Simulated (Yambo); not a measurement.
G0W0@PBEsol for K$_{2}$Pt (space group Fm-3m, No. 225) in Yambo (2×2×2 mesh, 7 Ry block, plasmon pole, screening fixed), without a terminator:

```
bands N in G  gap X → L (eV)  shift of the valence edge (eV)
------------  --------------  ------------------------------
114                    1.347                           0.066
200                    1.552                          -0.302
310                    1.676                          -0.480
```

Question: Extrapolate both columns to infinite N with E(N) = E∞ + A/N, test the form, and compare with the terminator.

Answer: From two points, E∞ = (N2 E2 − N1 E1)/(N2 − N1). The two largest N give 1.90 eV for the gap and -0.80 eV for the shift; the two smallest give 1.82 eV and -0.79 eV. For the gap the slopes A are -54 and -70 eV: the form isn't reached, and its limit is uncertain. For the shift the slopes A are 98 and 100 eV: the 1/N form holds. With the Bruneval-Gonze terminator and 310 bands the run gives 1.77 eV and -0.63 eV, 0.13 eV and 0.17 eV from the extrapolated values: the terminator too is an estimate of the remainder. Block, mesh and the bands in W are held fixed.

Spin-orbit coupling is included.

Geometry relaxed with PBEsol; primitive cell a = b = c = 5.284 Å, α = β = γ = 60.00°.

The structure is a Materials Project entry; no match was found in the copy of COD used, and its stability was not checked.

A shift is the quasiparticle energy of the state minus its PBEsol energy.
